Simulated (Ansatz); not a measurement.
MgS:
```cif
data_MgS
_chemical_formula_sum 'S1 Mg1'
_space_group_name_H-M_alt 'P 1'
_space_group_IT_number 1
_cell_length_a 3.67917
_cell_length_b 3.67917
_cell_length_c 3.67917
_cell_angle_alpha 60.000
_cell_angle_beta 60.000
_cell_angle_gamma 60.000
loop_
_space_group_symop_operation_xyz
  'x, y, z'
loop_
_atom_site_label
_atom_site_type_symbol
_atom_site_fract_x
_atom_site_fract_y
_atom_site_fract_z
_atom_site_occupancy
S1 S 0.00000 0.00000 0.00000 1
Mg1 Mg 0.50000 0.50000 0.50000 1
```

Relaxed with r²SCAN.

Tabulate the valence density and the electron localisation function along the shortest S–Mg contact (2.60 Å), plane-wave PAW r²SCAN (Ansatz code).



```tsv
distance from S (Å)	density (e/Å³)	ELF
0.26	0.49	0.08
0.39	0.90	0.37
0.52	1.13	0.67
0.65	1.13	0.82
0.78	0.96	0.87
0.91	0.73	0.88
1.04	0.53	0.87
1.17	0.38	0.84
1.30	0.28	0.76
1.43	0.21	0.47
1.56	0.17	0.12
1.69	0.17	0.04
1.82	0.28	0.09
1.95	0.99	0.28
2.08	3.71	0.43
2.21	9.94	0.41
2.34	19.18	0.30
```

The density is the valence pseudo-density with augmentation charge, so density and ELF within about 1 Å of a nucleus are not all-electron values.

Space group Fm-3m (rock salt). Symmetry was held in the r²SCAN relaxation; phonons on a q-mesh show no instability.

Potentials: the later of the program's two PAW sets.
